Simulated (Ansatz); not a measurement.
Run on Be (fcc type): DFT, PBEsol, PAW with Ansatz's default frozen-core files, scalar-relativistic (Ansatz 0.2.0). This run: cell relaxed at zero pressure.

The start is a guessed cell of a prototype that needn't be stable.

Command: `ansatz run input.yaml --threads 1 --pin off --max-ram 2048MiB --backend cpu --events-out ev --progress --plain --runs-dir out` It took 5.2 s on 1 thread of Arm Neoverse V1, on a shared host, peak memory 0.27 GiB.

```yaml
crystal:
  lattice:
    - [0.0, 1.5766799912, 1.5766799912]
    - [1.5766799912, 0.0, 1.5766799912]
    - [1.5766799912, 1.5766799912, 0.0]
  atoms:
    - { symbol: Be, position: [0.0, 0.0, 0.0] }
kpoints:
  mp_grid: { grid: [23, 23, 23] }
scf:
  occupations: { method: fermi_dirac, width: 0.05 }
hamiltonian:
  xc: pbesol
  pseudopotentials: { kind: paw }
output:
  forces: true
  stress: true
relax:
  f_tol: 0.005
  max_steps: 40
  cell: {}
```

Output:

```
Engine: ansatz 0.2.0
Pseudopotentials: kind: paw
Pseudopotential: Be, paw, valence charge 2, recommended cutoff 420 eV (normal), Be.paw.azcp
Functional definition: PBEsol
  exchange = pbesol_x
  correlation = pbesol_c
Crystal: 1 atoms, lattice volume = 7.839 Å³
Basis set: ecut = 420 eV, 169 PW (Γ), exchange–correlation on 30×30×30 points (8 copies of the dense FFT grid, shifted against one another)
Bands: 5, of which v1, the nominal top of the filled ones, is band 1 counted from 1 (0 counted from 0)
Symmetry: 48 space group operations
Space group: Fm-3m (ITA 225), of the structure as read, at distance tolerance 2.0e-5 Å
k-points: 364 of 12167
Non-local potential: Be, projectors of the file, l = 0: 2, l = 1: 2, l = 2: 1
PAW form: soft (Blöchl's): semilocal exchange-correlation on the pseudo side does not see the compensation charge
PAW frozen core: Be, regenerated for the run's functional, and the local potential with it (the file was generated under x = pbe(κ = 0.804, μ = 0.2195149727645171), c = pbe(β = 0.06672455060314922))
PAW one-centre angular grid: Be, 110 points (default); XC on 64 Gauss nodes
Initial density: superposition of atomic densities (neutral atoms: chi_scale 0, normalization atom), corrected by the library's trained network
Initial wavefunctions: pseudopotential atomic-orbital guess
Functional: x = pbesol(κ = 0.804, μ = 0.12345679012345678), c = pbesol(β = 0.046)
SCF iter   1: F=—  HF=-90.271337 eV  |F-HF|=—  |Δ(HF+E_count)|=         —  Δρ=1.20e-3  dr2=5.33e-5  ethr=1.77e-3  ⟨swp⟩=4.7  Hψ=16975  notcnv=0
preconditioner: auto → none  [metal: Δε(μ)=0.057 eV  Ē_g=18.669 eV  σ=0.050 eV  W_gap=0.27  n_scr=0 (ndim 8)  ℏωp=18.8 eV  f_vac=0.000  D(μ)=0.07/eV (n_scr^D=0)]
SCF iter   2: F=—  HF=-90.271298 eV  |F-HF|=—  |Δ(HF+E_count)|=   3.96e-5  Δρ=5.97e-4  dr2=1.28e-5  ethr=2.66e-6  ⟨swp⟩=1.5  Hψ=4913  notcnv=0
iter 3 did not close the SCF: its close was put off for the readings that it lacked (scf_convergence_deferred on its scf_iter line)
SCF iter   3: F=-90.271271 eV  HF=-90.271271 eV  |F-HF|=5.71e-9  |Δ(HF+E_count)|=   2.72e-5  Δρ=1.69e-5  dr2=1.57e-8  ethr=6.39e-7  ⟨swp⟩=2.0  Hψ=2193  notcnv=0
iter 4 did not close the SCF: its close was put off for the readings that it lacked (scf_convergence_deferred on its scf_iter line)
SCF iter   4: F=-90.271271 eV  HF=-90.271271 eV  |F-HF|=2.21e-11  |Δ(HF+E_count)|=   5.37e-9  Δρ=1.66e-6  dr2=7.99e-11  ethr=7.86e-10  ⟨swp⟩=1.0  Hψ=1833  notcnv=0
iter 5 did not close the SCF: its close was put off for the readings that it lacked (scf_convergence_deferred on its scf_iter line)
SCF iter   5: F=-90.271271 eV  HF=-90.271271 eV  |F-HF|=1.71e-13  |Δ(HF+E_count)|=  2.10e-11  Δρ=1.16e-7  dr2=3.07e-13  ethr=3.99e-12  ⟨swp⟩=1.0  Hψ=1835  notcnv=0
SCF iter   6: F=-90.271271 eV  HF=-90.271271 eV  |F-HF|=2.84e-14  |Δ(HF+E_count)|=  1.99e-13  Δρ=3.59e-9  dr2=4.65e-16  ethr=1.00e-12  ⟨swp⟩=1.0  Hψ=4376  notcnv=0
SCF 1 converged in 6 iterations: F = -90.271271 eV  dr2 = 4.65e-16
  greatest PAW one-centre occupation: 0.351 electrons in one spin orbital (limit 2), on the Be atom at site 0 (counted from 0), in its partial waves of l = 0
relax step   1: F+E_penalty+E_count = -90.27127057 eV  Δ(F+E_penalty+E_count) = +0.000e0 eV  max|allowed force component| = 0.000e0 eV/Å  Δτ_max = 0.0000 Å  P = -0.714 GPa  Ω = 7.839 Å³  (6 SCF iters, dr2 threshold 1.00e-7 eV, accepted)
Crystal: 1 atoms, lattice volume = 7.815 Å³
Initial density: handed on by an earlier stage of this run
Initial wavefunctions: those handed on with the density
iter 1 solved again at ethr=4.69e-9 eV; its pass at ethr=3.10e-3 eV (dr2=9.38e-8 eV) is discarded
SCF iter   1: F=—  HF=-90.271344 eV  |F-HF|=—  |Δ(HF+E_count)|=         —  Δρ=6.51e-5  dr2=9.43e-8  ethr=4.69e-9  ⟨swp⟩=2.6  Hψ=18304  notcnv=0
preconditioner: auto → none  [metal: Δε(μ)=0.065 eV  Ē_g=18.708 eV  σ=0.050 eV  W_gap=0.30  n_scr=0 (ndim 8)  ℏωp=18.8 eV  f_vac=0.000  D(μ)=0.07/eV (n_scr^D=0)]
SCF iter   2: F=-90.271354 eV  HF=-90.271354 eV  |F-HF|=2.26e-9  |Δ(HF+E_count)|=   1.03e-5  Δρ=3.23e-5  dr2=2.28e-8  ethr=4.69e-9  ⟨swp⟩=2.0  Hψ=4734  notcnv=0
SCF 2 converged in 2 iterations: F = -90.271354 eV  dr2 = 2.28e-8
  greatest PAW one-centre occupation: 0.352 electrons in one spin orbital (limit 2), on the Be atom at site 0 (counted from 0), in its partial waves of l = 0
relax step   2: F+E_penalty+E_count = -90.27135443 eV  Δ(F+E_penalty+E_count) = -8.387e-5 eV  max|allowed force component| = 0.000e0 eV/Å  Δτ_max = 0.0000 Å  P = -0.346 GPa  Ω = 7.815 Å³  energy of the carried Pulay correction = +4.560e-6 eV  (2 SCF iters, dr2 threshold 1.00e-7 eV, accepted)
Crystal: 1 atoms, lattice volume = 7.793 Å³
iter 1 solved again at ethr=9.55e-9 eV; its pass at ethr=3.10e-3 eV (dr2=1.91e-7 eV) is discarded
SCF iter   1: F=—  HF=-90.271372 eV  |F-HF|=—  |Δ(HF+E_count)|=         —  Δρ=9.36e-5  dr2=1.92e-7  ethr=9.55e-9  ⟨swp⟩=2.0  Hψ=18120  notcnv=0
preconditioner: auto → none  [metal: Δε(μ)=0.074 eV  Ē_g=18.746 eV  σ=0.050 eV  W_gap=0.34  n_scr=0 (ndim 8)  ℏωp=18.8 eV  f_vac=0.000  D(μ)=0.06/eV (n_scr^D=0)]
SCF iter   2: F=—  HF=-90.271383 eV  |F-HF|=—  |Δ(HF+E_count)|=   1.08e-5  Δρ=4.66e-5  dr2=4.67e-8  ethr=5.00e-9  ⟨swp⟩=2.0  Hψ=4739  notcnv=0
SCF iter   3: F=-90.271383 eV  HF=-90.271383 eV  |F-HF|=7.63e-12  |Δ(HF+E_count)|=   6.68e-9  Δρ=6.01e-7  dr2=7.12e-12  ethr=2.33e-9  ⟨swp⟩=3.0  Hψ=3286  notcnv=0
SCF 3 converged in 3 iterations: F = -90.271383 eV  dr2 = 7.12e-12
  greatest PAW one-centre occupation: 0.353 electrons in one spin orbital (limit 2), on the Be atom at site 0 (counted from 0), in its partial waves of l = 0
relax step   3: F+E_penalty+E_count = -90.27138283 eV  Δ(F+E_penalty+E_count) = -2.839e-5 eV  max|allowed force component| = 0.000e0 eV/Å  Δτ_max = 0.0000 Å  P = +0.002 GPa  Ω = 7.793 Å³  energy of the carried Pulay correction = +8.840e-6 eV  (3 SCF iters, dr2 threshold 1.00e-7 eV, accepted)
Initial wavefunctions: pseudopotential atomic-orbital guess (no wavefunctions were taken with the density)
iter 1 solved again at ethr=2.05e-10 eV; its pass at ethr=3.10e-3 eV (dr2=4.10e-9 eV) is discarded
SCF iter   1: F=—  HF=-90.271364 eV  |F-HF|=—  |Δ(HF+E_count)|=         —  Δρ=3.90e-6  dr2=1.38e-10  ethr=2.05e-10  ⟨swp⟩=3.1  Hψ=22882  notcnv=0
SCF iter   2: F=—  HF=-90.271375 eV  |F-HF|=—  |Δ(HF+E_count)|=   1.08e-5  Δρ=1.76e-6  dr2=2.90e-11  ethr=6.88e-12  ⟨swp⟩=2.0  Hψ=2209  notcnv=0
SCF iter   3: F=-90.271375 eV  HF=-90.271375 eV  |F-HF|=2.43e-12  |Δ(HF+E_count)|=  6.24e-11  Δρ=3.16e-7  dr2=1.14e-12  ethr=1.00e-12  ⟨swp⟩=4.0  Hψ=3668  notcnv=0
SCF 4 converged in 3 iterations: F = -90.271375 eV  dr2 = 1.14e-12
relax step   4: F+E_penalty+E_count = -90.27137506 eV  Δ(F+E_penalty+E_count) = +7.768e-6 eV  max|allowed force component| = 0.000e0 eV/Å  Δτ_max = 0.0000 Å  P = +0.000 GPa  Ω = 7.793 Å³  stress off target by 4.40e-4 GPa  SCF on the basis re-selected at this cell (its energy is not comparable with the rows above)  (3 SCF iters)
basis re-selected at this cell: Δ(F+E_penalty+E_count) = +7.768e-6 eV, ΔP = -0.002 GPa vs the last step (what re-selecting the basis moved, of the pressure what is left beyond the Pulay correction that the steps carried, after the strain that the cell walked since its last selection, with what the two solves' SCF thresholds leave and, on support functions, any second-order correction that the steps lacked; it is no measure of the basis error at this ecutwfc). This SCF's stress stands 4.40e-4 GPa from its target on what of the cell is left free (relax.cell.stress_tol is 5.00e-2 GPa) and its largest allowed force component is 0.00e0 eV/Å (relax.f_tol is 5.00e-3 eV/Å): within both
SCF converged after 3 iterations
Free energy (F): -90.271375 eV
Harris-Foulkes:  -90.271375 eV  (|F-HF|=2.43e-12)
Internal energy: -90.270764 eV  (E = F + TS)
E sigma→0 (E₀):  -90.271070 eV
Entropy (-TS):   -0.000611 eV (-0.611 meV/atom)
Fermi energy:    8.773734 eV
--- Per-component energies (eV) ---
  E_band       = 6.352637
  E_kinetic    = 21.430879
  E_local      = 2.904073  (includes V_loc(G=0)·N_el)
  E_nonlocal   = 4.320077
  E_hartree    = 0.023190
  E_xc         = -19.778161
  E_vxc        = -20.991337  (∫ρ·V_xc dr)
  E_paw        = -57.224402  (= ΣΔE_a)
  E_vpaw       = -1.357436  (= ΣTr[D̂ρ^β])
  E_aug_tail   = -0.000001  (compensation charges beyond the density's cutoff)
  E_ewald      = -41.955952
  E_core_change = 0.009531  (= ΣΔE_core)
  E_smearing   = -0.000611  (= −TS)
  E_closure    = 0.000000  (closes the sum)
  Σ components = -90.271375   (vs F -90.271375, Δ=0.00e0)
--- Forces (eV/Å), atoms counted from 1 ---
  atom   1  Be     0.00000000    -0.00000000    -0.00000000
  max |Σ_I F_I| component: 3.85e-33 eV/Å
--- Stress (GPa, compression-positive) ---
        0.000440       0.000000       0.000000
        0.000000       0.000440       0.000000
        0.000000       0.000000       0.000440
  P = ⅓ Tr σ = 0.0004 GPa (0.004 kbar)
--- Relaxed structure (3 steps of the walk, 3 accepted, 1 SCFs on fresh bases) ---
  F+E_penalty+E_count = -90.27137506 eV   max|allowed force component| = 0.000e0 eV/Å   (the final SCF, on the basis selected at the relaxed cell)
  cell:  # Å, volume = 7.7926 Å³
    - [2.101840963569431e-34, 1.5735642943389134, 1.5735642943389134]
    - [1.5735642943389134, -3.464852982369001e-33, 1.5735642943389134]
    - [1.5735642943389134, 1.5735642943389134, -5.190910258512382e-33]
  atoms:
    - { symbol: Be, position: [0.0, 0.0, 0.0] }
```

Next run (the series' base cell), as changes to the input before:

```diff
   lattice:
-    - [0.0, 1.5766799912, 1.5766799912]
-    - [1.5766799912, 0.0, 1.5766799912]
-    - [1.5766799912, 1.5766799912, 0.0]
+    - [0.0, 1.5735642943, 1.5735642943]
+    - [1.5735642943, 0.0, 1.5735642943]
+    - [1.5735642943, 1.5735642943, 0.0]
   atoms:
   mp_grid: { grid: [23, 23, 23] }
+  band_path:
+    path:
+      - [0.0, 0.0, 0.0]
+      - [0.5, 0.0, 0.5]
+      - [0.625, 0.25, 0.625]
+      - [0.375, 0.375, 0.75]
+      - [0.0, 0.0, 0.0]
+      - [0.5, 0.5, 0.5]
+      - [0.5, 0.25, 0.75]
+      - [0.5, 0.0, 0.5]
+    npoints: 8
 scf:
   stress: true
-relax:
-  f_tol: 0.005
-  max_steps: 40
-  cell: {}
+  eigenvalues: true
+  populations: true
+  dos: { projected: true, de: 0.2, e_range: [-14, 8] }
+  write_density: true
+  write_potential: true
+  elf: true
+  volumetric_format: npy
```

Command: `ansatz run input.yaml --threads 1 --pin off --max-ram 2048MiB --backend cpu --events-out ev --progress --plain --runs-dir out` It took 2.4 s on 1 thread of Arm Neoverse V1, on a shared host, peak memory 0.26 GiB.

Results part of the output:

```
SCF 1 converged in 6 iterations: F = -90.271375 eV  dr2 = 4.43e-16
  greatest PAW one-centre occupation: 0.353 electrons in one spin orbital (limit 2), on the Be atom at site 0 (counted from 0), in its partial waves of l = 0
NSCF: frozen V_eff on 57 k-points
SCF converged after 6 iterations
Free energy (F): -90.271375 eV
Harris-Foulkes:  -90.271375 eV  (|F-HF|=1.42e-14)
Internal energy: -90.270764 eV  (E = F + TS)
E sigma→0 (E₀):  -90.271070 eV
Entropy (-TS):   -0.000611 eV (-0.611 meV/atom)
Fermi energy:    8.773734 eV
--- Per-component energies (eV) ---
  E_band       = 6.352636
  E_kinetic    = 21.430879
  E_local      = 2.904073  (includes V_loc(G=0)·N_el)
  E_nonlocal   = 4.320077
  E_hartree    = 0.023190
  E_xc         = -19.778161
  E_vxc        = -20.991337  (∫ρ·V_xc dr)
  E_paw        = -57.224402  (= ΣΔE_a)
  E_vpaw       = -1.357436  (= ΣTr[D̂ρ^β])
  E_aug_tail   = -0.000001  (compensation charges beyond the density's cutoff)
  E_ewald      = -41.955952
  E_core_change = 0.009531  (= ΣΔE_core)
  E_smearing   = -0.000611  (= −TS)
  E_closure    = 0.000000  (closes the sum)
  Σ components = -90.271375   (vs F -90.271375, Δ=0.00e0)
--- Forces (eV/Å), atoms counted from 1 ---
  atom   1  Be     0.00000000     0.00000000    -0.00000000
  max |Σ_I F_I| component: 8.35e-34 eV/Å
--- Stress (GPa, compression-positive) ---
        0.000436       0.000000      -0.000000
       -0.000000       0.000436       0.000000
        0.000000       0.000000       0.000436
  P = ⅓ Tr σ = 0.0004 GPa (0.004 kbar)
--- Band table (eV; the first three rows and the last of 364) ---
  k-point 0: bands = ["-3.1766", "28.3421", "28.3421", "28.3421", "37.9879"]
  k-point 1: bands = ["-3.1140", "27.8246", "28.2307", "28.2307", "37.1160"]
  k-point 2: bands = ["-2.9260", "26.3886", "27.9321", "27.9321", "36.3594"]
  k-point 363: bands = ["9.4138", "9.6604", "12.2404", "19.1521", "34.2266"]
--- Löwdin populations: 1 site ---
  site symbol       q [e]
     0     Be      1.2468
  spilling = 0.376578 (of n_electrons = 2.000000)
```

Next run (volume at 0.95 of the series' base cell), as changes to the input before:

```diff
   lattice:
-    - [0.0, 1.5735642943, 1.5735642943]
-    - [1.5735642943, 0.0, 1.5735642943]
-    - [1.5735642943, 1.5735642943, 0.0]
+    - [0.0, 1.5468885597, 1.5468885597]
+    - [1.5468885597, 0.0, 1.5468885597]
+    - [1.5468885597, 1.5468885597, 0.0]
   atoms:
   dos: { projected: true, de: 0.2, e_range: [-14, 8] }
-  write_density: true
-  write_potential: true
-  elf: true
-  volumetric_format: npy
```

Command: `ansatz run input.yaml --threads 1 --pin off --max-ram 2048MiB --backend cpu --events-out ev --progress --plain --runs-dir out` It took 2.1 s on 1 thread of Arm Neoverse V1, with other jobs on the host, peak memory 0.26 GiB.

Results part of the output:

```
SCF 1 converged in 6 iterations: F = -90.263380 eV  dr2 = 2.95e-16
  greatest PAW one-centre occupation: 0.364 electrons in one spin orbital (limit 2), on the Be atom at site 0 (counted from 0), in its partial waves of l = 0
NSCF: frozen V_eff on 57 k-points
SCF converged after 6 iterations
Free energy (F): -90.263380 eV
Harris-Foulkes:  -90.263380 eV  (|F-HF|=1.42e-14)
Internal energy: -90.262943 eV  (E = F + TS)
E sigma→0 (E₀):  -90.263161 eV
Entropy (-TS):   -0.000438 eV (-0.438 meV/atom)
Fermi energy:    9.309984 eV
--- Per-component energies (eV) ---
  E_band       = 7.020420
  E_kinetic    = 22.142651
  E_local      = 3.108780  (includes V_loc(G=0)·N_el)
  E_nonlocal   = 4.436332
  E_hartree    = 0.025977
  E_xc         = -20.034746
  E_vxc        = -21.315704  (∫ρ·V_xc dr)
  E_paw        = -57.271994  (= ΣΔE_a)
  E_vpaw       = -1.403592  (= ΣTr[D̂ρ^β])
  E_aug_tail   = -0.000001  (compensation charges beyond the density's cutoff)
  E_ewald      = -42.679473
  E_core_change = 0.009531  (= ΣΔE_core)
  E_smearing   = -0.000438  (= −TS)
  E_closure    = 0.000000  (closes the sum)
  Σ components = -90.263380   (vs F -90.263380, Δ=0.00e0)
--- Forces (eV/Å), atoms counted from 1 ---
  atom   1  Be     0.00000000     0.00000000     0.00000000
  max |Σ_I F_I| component: 4.62e-33 eV/Å
--- Stress (GPa, compression-positive) ---
        6.841986      -0.000000       0.000000
        0.000000       6.841986      -0.000000
        0.000000      -0.000000       6.841986
  P = ⅓ Tr σ = 6.8420 GPa (68.420 kbar)
--- Band table (eV; the first three rows and the last of 364) ---
  k-point 0: bands = ["-2.9692", "29.6705", "29.6705", "29.6705", "39.4501"]
  k-point 1: bands = ["-2.9055", "29.1224", "29.5517", "29.5517", "38.5482"]
  k-point 2: bands = ["-2.7142", "27.6104", "29.2344", "29.2344", "37.7874"]
  k-point 363: bands = ["9.9298", "10.1825", "12.8342", "20.3288", "35.6846"]
--- Löwdin populations: 1 site ---
  site symbol       q [e]
     0     Be      1.2517
  spilling = 0.374147 (of n_electrons = 2.000000)
```

Next run (volume at 0.85 of the series' base cell), as changes to the input before:

```diff
   lattice:
-    - [0.0, 1.5468885597, 1.5468885597]
-    - [1.5468885597, 0.0, 1.5468885597]
-    - [1.5468885597, 1.5468885597, 0.0]
+    - [0.0, 1.4905874752, 1.4905874752]
+    - [1.4905874752, 0.0, 1.4905874752]
+    - [1.4905874752, 1.4905874752, 0.0]
   atoms:
   mp_grid: { grid: [23, 23, 23] }
-  band_path:
-    path:
-      - [0.0, 0.0, 0.0]
-      - [0.5, 0.0, 0.5]
-      - [0.625, 0.25, 0.625]
-      - [0.375, 0.375, 0.75]
-      - [0.0, 0.0, 0.0]
-      - [0.5, 0.5, 0.5]
-      - [0.5, 0.25, 0.75]
-      - [0.5, 0.0, 0.5]
-    npoints: 8
 scf:
   populations: true
-  dos: { projected: true, de: 0.2, e_range: [-14, 8] }
```

Results part of the output:

```
SCF 1 converged in 6 iterations: F = -90.186341 eV  dr2 = 2.96e-16
  greatest PAW one-centre occupation: 0.394 electrons in one spin orbital (limit 2), on the Be atom at site 0 (counted from 0), in its partial waves of l = 0
SCF converged after 6 iterations
Free energy (F): -90.186341 eV
Harris-Foulkes:  -90.186341 eV  (|F-HF|=1.42e-14)
Internal energy: -90.186002 eV  (E = F + TS)
E sigma→0 (E₀):  -90.186171 eV
Entropy (-TS):   -0.000339 eV (-0.339 meV/atom)
Fermi energy:    10.450952 eV
--- Per-component energies (eV) ---
  E_band       = 8.571670
  E_kinetic    = 23.761206
  E_local      = 3.554278  (includes V_loc(G=0)·N_el)
  E_nonlocal   = 4.741692
  E_hartree    = 0.033439
  E_xc         = -20.605315
  E_vxc        = -22.034406  (∫ρ·V_xc dr)
  E_paw        = -57.389309  (= ΣΔE_a)
  E_vpaw       = -1.517977  (= ΣTr[D̂ρ^β])
  E_aug_tail   = -0.000001  (compensation charges beyond the density's cutoff)
  E_ewald      = -44.291522
  E_core_change = 0.009531  (= ΣΔE_core)
  E_smearing   = -0.000339  (= −TS)
  E_closure    = 0.000000  (closes the sum)
  Σ components = -90.186341   (vs F -90.186341, Δ=0.00e0)
--- Forces (eV/Å), atoms counted from 1 ---
  atom   1  Be     0.00000000     0.00000000    -0.00000000
  max |Σ_I F_I| component: 5.14e-34 eV/Å
--- Stress (GPa, compression-positive) ---
       26.306604      -0.000000      -0.000000
        0.000000      26.306604       0.000000
       -0.000000       0.000000      26.306604
  P = ⅓ Tr σ = 26.3066 GPa (263.066 kbar)
--- Band table (eV; the first three rows and the last of 364) ---
  k-point 0: bands = ["-2.4584", "32.7168", "32.7168", "32.7168", "42.8003"]
  k-point 1: bands = ["-2.3926", "32.1011", "32.5826", "32.5826", "41.8315"]
  k-point 2: bands = ["-2.1949", "30.4137", "32.2254", "32.2254", "41.0662"]
  k-point 363: bands = ["11.1161", "11.3823", "14.1970", "23.0552", "39.0369"]
--- Löwdin populations: 1 site ---
  site symbol       q [e]
     0     Be      1.2666
  spilling = 0.366720 (of n_electrons = 2.000000)
```

Next run (volume at 0.75 of the series' base cell), as changes to the input before:

```diff
   lattice:
-    - [0.0, 1.4905874752, 1.4905874752]
-    - [1.4905874752, 0.0, 1.4905874752]
-    - [1.4905874752, 1.4905874752, 0.0]
+    - [0.0, 1.4296780417, 1.4296780417]
+    - [1.4296780417, 0.0, 1.4296780417]
+    - [1.4296780417, 1.4296780417, 0.0]
   atoms:
   populations: true
+  write_density: true
+  write_potential: true
+  elf: true
+  volumetric_format: npy
```

Command: `ansatz run input.yaml --threads 1 --pin off --max-ram 2048MiB --backend cpu --events-out ev --progress --plain --runs-dir out` It took 1.8 s on 1 thread of Arm Neoverse V1, with other jobs on the host, peak memory 0.26 GiB.

Results part of the output:

```
SCF 1 converged in 6 iterations: F = -89.988904 eV  dr2 = 3.09e-16
  greatest PAW one-centre occupation: 0.432 electrons in one spin orbital (limit 2), on the Be atom at site 0 (counted from 0), in its partial waves of l = 0
SCF converged after 6 iterations
Free energy (F): -89.988904 eV
Harris-Foulkes:  -89.988904 eV  (|F-HF|=1.42e-14)
Internal energy: -89.988627 eV  (E = F + TS)
E sigma→0 (E₀):  -89.988765 eV
Entropy (-TS):   -0.000277 eV (-0.277 meV/atom)
Fermi energy:    11.833508 eV
--- Per-component energies (eV) ---
  E_band       = 10.501917
  E_kinetic    = 25.739556
  E_local      = 4.056866  (includes V_loc(G=0)·N_el)
  E_nonlocal   = 5.152667
  E_hartree    = 0.043890
  E_xc         = -21.269751
  E_vxc        = -22.866275  (∫ρ·V_xc dr)
  E_paw        = -57.542886  (= ΣΔE_a)
  E_vpaw       = -1.668677  (= ΣTr[D̂ρ^β])
  E_aug_tail   = -0.000001  (compensation charges beyond the density's cutoff)
  E_ewald      = -46.178501
  E_core_change = 0.009531  (= ΣΔE_core)
  E_smearing   = -0.000277  (= −TS)
  E_closure    = 0.000000  (closes the sum)
  Σ components = -89.988904   (vs F -89.988904, Δ=0.00e0)
--- Forces (eV/Å), atoms counted from 1 ---
  atom   1  Be    -0.00000000    -0.00000000     0.00000000
  max |Σ_I F_I| component: 1.86e-33 eV/Å
--- Stress (GPa, compression-positive) ---
       57.366729       0.000000       0.000000
       -0.000000      57.366729       0.000000
        0.000000      -0.000000      57.366729
  P = ⅓ Tr σ = 57.3667 GPa (573.667 kbar)
--- Band table (eV; the first three rows and the last of 364) ---
  k-point 0: bands = ["-1.7680", "36.4473", "36.4473", "36.4473", "46.8879"]
  k-point 1: bands = ["-1.7003", "35.7439", "36.2924", "36.2924", "45.8389"]
  k-point 2: bands = ["-1.4970", "33.8350", "35.8835", "35.8835", "45.0720"]
  k-point 363: bands = ["12.5693", "12.8506", "15.8617", "26.4308", "43.1320"]
--- Löwdin populations: 1 site ---
  site symbol       q [e]
     0     Be      1.2851
  spilling = 0.357464 (of n_electrons = 2.000000)
```

The PAW files were made under PBE. The structure type is held throughout; the real material can change phase at far lower pressure.
